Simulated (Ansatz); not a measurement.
# Core-level photoemission in BaZrO3

Cell: a COD entry, its atoms then relaxed with PBE in this cell, repeated to a supercell; a hole's nearest image is 7.3 Å away.

Space group Pm-3m (No. 221); a = 4.1913 Å.

| site | Wyckoff | site symmetry | x | y | z |
| --- | --- | --- | --- | --- | --- |
| Ba1 | 1a | m-3m | 0.0000 | 0.0000 | 0.0000 |
| Zr5 | 1b | m-3m | 0.5000 | 0.5000 | 0.5000 |
| O9 | 3c | 4/mm.m | 0.0000 | 0.5000 | 0.5000 |

One atom of each set is listed; the run and its k-mesh use a cell of 20 atoms with edges of 7.26, 7.26, 7.26 Å.

All values are calculated (Ansatz; DFT, PBE, plane waves and PAW, scalar-relativistic, 420 eV cutoff, Γ-centred 3×3×3 k-points, fixed occupations), not measured.

Each value is a total-energy difference between the cell with one core hole and the ground state (ΔSCF), counted from the top of the valence band. The valence electrons get no spin in the cell with the hole, so they can't polarise against the unpaired core electron; that puts absolute values high, by some tenths of an eV and in some cases by about 1 eV. The periodic images are corrected with the calculated ε∞ = 4.85.

**Question.** What binding energies does the calculation give for Ba 3d, Zr 3d, O 1s?

**Answer.** 

```csv
line,atom,first shell,E_B (eV),j = l + ½ / j = l − ½ (eV)
Ba 3d,1,12 O at 2.96 Å,777.8,771.7 / 787.0
Zr 3d,5,6 O at 2.10 Å,178.0,177.1 / 179.5
O 1s,9,"2 Zr at 2.10 Å, angle 180°; also 4 Ba at 2.96 Å",526.9,–
```

For p, d and f shells E_B is the weighted mean of the two lines, whose splitting comes from the free atom's Dirac orbitals.

The program doubts some values: the cell is too small to check the potential alignment. Absolute PBE values can be off by an eV or more, and the 3d and 4f lines of heavy atoms by several eV. Multiplets, satellites and widths aren't calculated.

The run took 47 s of wall time (47 s of CPU time) and 0.75 GiB at its peak, on 1 thread of Intel Xeon Platinum 8488C (Sapphire Rapids) (x86_64; 2 cores open to the job, memory cap 2.5 GiB, no GPU), a shared host with a load of 0.2 a core.
